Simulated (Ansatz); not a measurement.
Input:

Starting cell, SiC (zinc blende):

```
SiC
1.0
    0.00000     2.17831     2.17831
    2.17831     0.00000     2.17831
    2.17831     2.17831     0.00000
C Si
1 1
Direct
  0.75000   0.75000   0.75000
  0.00000   0.00000   0.00000
```

The atoms are displaced by Q × the pattern below (from a DFPT mode at Γ, largest move 1; Q in Å), at fixed cell. It is one choice among 3 degenerate patterns.

| atom | x | y | z |
|---|---|---|---|
| C1 | 0.000 | 0.000 | -1.000 |
| Si2 | 0.000 | 0.000 | 0.428 |

The numbers are results of r2SCAN (plane waves to 500 eV, PAW, scalar-relativistic; Ansatz, a quantum-chemistry and plane-wave program), not measurements. k mesh 13×13×13 (Γ-centred), Fermi-Dirac smearing 0.05 eV. Energies are smeared free energies. SiC was relaxed with its symmetry unable to fall. The PAW data are Ansatz's earlier set. ΔE is measured from the undisplaced structure.

The scan covers Q from -0.280 to 0.280 Å in 13 points.

**Question.** Is the energy the same for equal positive and negative displacements?

**Answer.** Even: the same for both signs.

**Question.** Is this a single well or a double well?

**Answer.** A single well with its minimum at or next to zero displacement.

**Question.** Which space group does the distorted structure have?

**Answer.** Imm2 (No. 44), lowered from F-43m.

**Question.** What is the energy change at Q = 0.280 Å?

**Answer.** 1422 meV/cell.

**Question.** What harmonic wavenumber does the curvature at Q = 0 give?

**Answer.** 799 cm⁻¹.

(A displaced cell: forces are minus the slopes of the energy, force constants its curvatures, and phonons follow from these.)
